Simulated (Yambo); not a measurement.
```
CELL_PARAMETERS angstrom
      0.00000     3.59668     3.59668
      3.59668     0.00000     3.59668
      3.59668     3.59668     0.00000
ATOMIC_POSITIONS crystal
  H  0.76290 0.76290 0.23710
  H  0.23710 0.23710 0.76290
  H  0.23710 0.76290 0.76290
  H  0.76290 0.23710 0.23710
  H  0.76290 0.23710 0.76290
  H  0.23710 0.76290 0.23710
  Ca 0.75000 0.75000 0.75000
  Ca 0.25000 0.25000 0.25000
  Ru 0.00000 0.00000 0.00000
```

Workflow: norm-conserving PBEsol (Quantum ESPRESSO, 84 Ry, no spin-orbit coupling), then G0W0 in Yambo (4×4×4 Γ-centred k mesh, bands 5 to 174 and a 8 Ry block in the screening, 174 bands in G with the Bruneval-Gonze terminator, plasmon pole fitted at 27.2 eV).

**Question.** Give the PBEsol and G0W0 gaps between the band edges found on this mesh, and say where the edges lie.

**Answer.** Edges: W → X. PBEsol: 2.34 eV; G0W0: 3.69 eV. Nearest settings tried, and what they do to the gap: 111 bands in G: +4 meV; 81 bands in W: -16 meV; 3 Ry block (65 vectors against 283): -54 meV. Not varied: mesh. So the settings aren't converged at that level. Spin-orbit splittings are left out.

Geometry of the Materials Project entry, not relaxed at this level.

The structure is a Materials Project entry; no match was found in the copy of COD used, and its stability was not checked.
